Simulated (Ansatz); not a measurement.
Pb (fcc (Cu type)), relaxed with PBEsol (Ansatz, a quantum-chemistry and plane-wave program, plane waves, PAW): a = 4.935 Å, b = 4.935 Å, c = 4.935 Å, α = 90.00°, β = 90.00°, γ = 90.00°.

```
Item                  Result
--------------------  ------
B₀ by P(V) fit (GPa)    47.7
K_Hill (GPa)            47.2
G_Hill (GPa)            11.6
Θ_D (K)                  109
```

Task: The same phase is relaxed and computed with PBE in the same code. What are the cell and these values now?

Result: a = b = c = 5.041 Å, α = β = γ = 90.00°.

- B₀ by P(V) fit (GPa): 39.6
- K_Hill (GPa): 39.4
- G_Hill (GPa): 10.8
- Θ_D (K): 106

All cells were relaxed under the symmetry of their starts (and spin orders); stability against distortions was not tested throughout. Scalar-relativistic: spin–orbit coupling is off unless named, which matters more the heavier the elements.

Potentials: the later of the program's two PAW sets.

Ansatz is a plane-wave DFT program.
